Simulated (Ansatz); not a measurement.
**Bi2Te2Pb2S3 — ³³S NMR of the central transition**

Cell: a COD entry (perhaps calculated rather than measured) whose atoms were relaxed with PBE, the cell held.

```
CELL_PARAMETERS angstrom
4.26052 0.00000 0.00000
-2.13026 3.68972 0.00000
0.00000 0.00000 33.81797
ATOMIC_POSITIONS crystal
Bi 0.33333 0.66667 0.20293
Bi 0.66667 0.33333 0.79707
Bi 0.33333 0.66667 0.39807
Bi 0.66667 0.33333 0.60193
Te 0.33333 0.66667 0.74408
Te 0.66667 0.33333 0.25592
Te 0.00000 0.00000 0.34507
Te 0.00000 0.00000 0.65493
Pb 0.33333 0.66667 0.89896
Pb 0.66667 0.33333 0.10104
Pb 0.00000 0.00000 0.00000
Pb 0.00000 0.00000 0.50000
S 0.00000 0.00000 0.84882
S 0.00000 0.00000 0.15118
S 0.33333 0.66667 0.05044
S 0.66667 0.33333 0.94956
S 0.33333 0.66667 0.55024
S 0.66667 0.33333 0.44976
```

Atom numbers follow the list; atoms alike are taken as one site, whose name carries the number of the first.

Level of theory: DFT, PBE, plane waves and PAW, scalar-relativistic, 420 eV cutoff, Γ-centred 8×8×1 k-points, Fermi–Dirac smearing 0.02 eV (Ansatz 0.2.0).

³³S has I = 3/2 and Q = -69.40 mb (Pyykkö 2018); at 16.4 T its Larmor frequency is ν₀ = 53.7 MHz. Only the quadrupole interaction is simulated: positions count from each site's isotropic chemical shift, and J coupling is left out, as are shift anisotropy and dipolar coupling, which fast spinning averages.

**Question.** Give C_Q, η, the quadrupolar product P_Q = |C_Q|(1 + η²/3)^½, the second-order isotropic shift and the breadth of the pattern (fast magic-angle spinning) for each S site.

**Answer.** 

```tsv
site	first shell	C_Q (MHz)	η	P_Q (MHz)	δ_QIS (ppm)	breadth (kHz)
S13	3 Pb at 2.99 Å, 3 Bi at 3.02 Å	-0.155	0.00	0.155	-0.210	0.0241
S15	6 Pb at 2.99–3.00 Å	0.565	0.00	0.565	-2.77	0.319
```

δ_QIS = −(ν_Q²/30ν₀²)[I(I+1) − 3/4](1 + η²/3) × 10⁶ ppm with ν_Q = 3|C_Q|/[2I(2I−1)]; it falls as 1/B₀² in ppm, and the breadth as 1/B₀ in kHz.

An axis of threefold or higher order runs through S13 and S15, so V_zz lies along it and η is zero.

Without spin–orbit coupling the gradients at and beside Bi and Pb can be off by some per cent, at some sites by more. With a gap of 0.4 eV on this mesh, small gradients can still move by 0.1 × 10²¹ V/m² or more as the k-mesh gets denser.
